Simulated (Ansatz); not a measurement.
## CO$_{2}$: S on an O site

Theory: DFT PBEsol, scalar-relativistic, plane waves, PAW in Ansatz 0.2.0. Settings: 420 eV cutoff, 2×2×2 k-mesh, shifted by half a step, Gaussian smearing of 0.01 eV, no spin polarisation.

Host crystal, relaxed:

```
C O
1.0
    11.14149    0.00000    0.00000
     0.00000    3.67754    0.00000
     0.00000    0.00000    5.52571
C O
4 8
Direct
  0.62655 0.02927 0.10274
  0.37345 0.97073 0.60274
  0.87345 0.52927 0.60274
  0.12655 0.47073 0.10274
  0.54683 0.18732 0.01484
  0.45317 0.81268 0.51484
  0.95317 0.68732 0.51484
  0.04683 0.31268 0.01484
  0.70640 0.87168 0.19042
  0.29360 0.12832 0.69042
  0.79360 0.37168 0.69042
  0.20640 0.62832 0.19042
```

Supercell of 24 atoms, rows in host cell vectors: 0 1 1; 0 1 -1; -1 0 0. Atoms relax at the host's cell, keeping the symmetry that the supercell leaves at the site. The cell is small, so energies carry finite-size errors of tenths of an eV. The host's Kohn–Sham gap is 6.63 eV.

Defect: S on an O site at (0.547, 0.187, 0.015) of the host cell, charge 0.

Task: Give the relaxed supercell.

Result:
```xyz
24
Lattice="0.0000 3.6775 5.5257 0.0000 3.6775 -5.5257 -11.1415 0.0000 0.0000" Properties=species:S:1:pos:R:3 pbc="T T T"
C    -4.0843    3.6897   -4.7673
C    -3.9210    3.8651    0.5051
C    -7.2433    3.5193    3.2078
C    -7.1198    3.4854   -2.0164
C    -1.3080    5.7107   -2.2714
C    -1.3442    2.0027   -2.1717
C    -9.7167    1.6787    0.4423
C    -9.7183    5.4018    0.5794
S    -5.4075    0.7946    0.4853
O    -4.8581    4.3240   -0.0185
O    -6.2499    3.1970    2.6893
O    -6.3721    2.6062   -2.1851
O    -0.4223    2.7061    2.8999
O    -0.3725    2.4789   -2.6114
O   -10.6952    1.0825    0.2248
O   -10.6102    4.8504    0.0674
O    -2.9819    3.4116    1.0291
O    -3.0952    3.1079   -4.5600
O    -7.8720    4.3622   -1.8467
O    -8.2398    3.8408    3.7263
O    -2.1932    5.0372   -1.9179
O    -2.3141    1.5295   -1.7286
O    -8.7363    2.2760    0.6597
O    -8.8220    5.9478    1.0910
```
Around the defect: 1 C at 1.56 Å, 1 O at 2.73 Å. The run ended with a moment of 0.00 μB (no spin polarisation).

This form isn't the usual stable structure of the compound.